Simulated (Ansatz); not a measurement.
The cell whose phonons are given is a generated cell of HfSiO4: the first start was made by placing the elements on the sites of a structure type, and the end was not matched to a known phase here, so it may be hypothetical.

Phonons of a relaxed structure of HfSiO$_{4}$ by density-functional perturbation theory (low response-accuracy setting, no LO–TO term) at Γ and zone-boundary points with q components 0 or ½ of the primitive reciprocal vectors. These are PBEsol (plane waves to 420 eV, PAW, scalar-relativistic; Ansatz, a quantum-chemistry and plane-wave program) values and carry that method's errors. Γ-centred k-mesh 6×6×6, Fermi–Dirac smearing 0.05 eV.

```yaml
crystal:
  lattice:
    - [0.00000, 4.10312, 4.10312]
    - [4.10312, 0.00000, 4.10312]
    - [4.10312, 4.10312, 0.00000]
  atoms:
    - { symbol: Hf, position: [0.25000, 0.25000, 0.25000] }
    - { symbol: O, position: [0.11436, 0.11436, 0.65691] }
    - { symbol: O, position: [0.65691, 0.11436, 0.11436] }
    - { symbol: O, position: [0.11436, 0.65691, 0.11436] }
    - { symbol: O, position: [0.11436, 0.11436, 0.11436] }
    - { symbol: Si, position: [0.00000, 0.00000, 0.00000] }
```

Space group F-43m (No. 216).

```csv
q,wavenumbers (cm⁻¹; i marks imaginary)
Γ,"0 (×3), 50 (×3), 297 (×3), 316 (×2), 544 (×3), 938 (×3), 1062"
"L (½, 0, 0)","17 (×2), 51, 178 (×2), 188, 250 (×2), 263, 315 (×2), 548 (×2), 557, 939 (×2), 1040, 1116"
"X (½, ½, 0)","27 (×2), 171 (×2), 182, 192, 237 (×2), 275, 276, 331, 541, 556 (×2), 940 (×2), 1041, 1127"
```

No instability shows at these points (nothing beyond 15i cm⁻¹, the threshold used here). Other wavevectors were not sampled, so this does not prove stability.

No spin polarisation in the result.
